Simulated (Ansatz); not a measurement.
CrB4: do energies and stresses tell the same story?

All numbers below come from Ansatz 0.2.0, DFT PBEsol, scalar-relativistic, plane waves, PAW.

Plane waves to 420 eV, a k mesh through Γ of 14×14×14 on the computed 5-atom cell and Gaussian smearing (0.10 eV); no spin polarisation.

Relaxed cell: Immm, a = 2.829 Å, b = 4.709 Å, c = 5.463 Å, α = 90.00°, β = 90.00°, γ = 90.00°, 5 atoms in the primitive cell.

Energies at zero smearing and pressures from the stress tensor, at volumes with shape and atoms relaxed:
```
V (Å³/atom) E − E(first) (meV/atom) P (GPa)
      6.404                     0.00    46.25
      6.622                   -53.05    32.02
      6.840                   -88.07    19.74
      7.058                  -107.54     9.15
      7.277                  -113.58     0.00
      7.495                  -108.03    -7.90
      7.713                   -92.47   -14.72
      8.004                   -58.48   -22.41
```

Question: Check P = −dE/dV between neighbouring volumes, and get the bulk modulus from the pressures alone.

Answer: With 1 eV/Å³ = 160.2 GPa:
```csv
middle V (Å³/atom),−ΔE/ΔV (GPa),mean P (GPa)
6.513,38.935,39.132
6.731,25.701,25.881
6.949,14.291,14.448
7.168,4.432,4.575
7.386,-4.075,-3.950
7.604,-11.420,-11.312
7.859,-18.712,-18.568
```

The two differ by 0.20 GPa at most. The mean of two end pressures misses the average over a step by about ΔV² P″/12, up to 0.17 GPa here; with that taken off 0.03 GPa remains. The stress is the derivative of the free energy, not of the energy at zero smearing, and with free energies 0.01 GPa remains. Around V = 7.277 Å³/atom, the two neighbours give B = −V ΔP/ΔV = 7.277 × 17.05 / 0.437 = 284.2 GPa, against B0 = 283.0 GPa from the Birch–Murnaghan fit of the energies.

A ferromagnetic start lost its moments in a first run, so spin was left out; other magnetic orders weren't tried.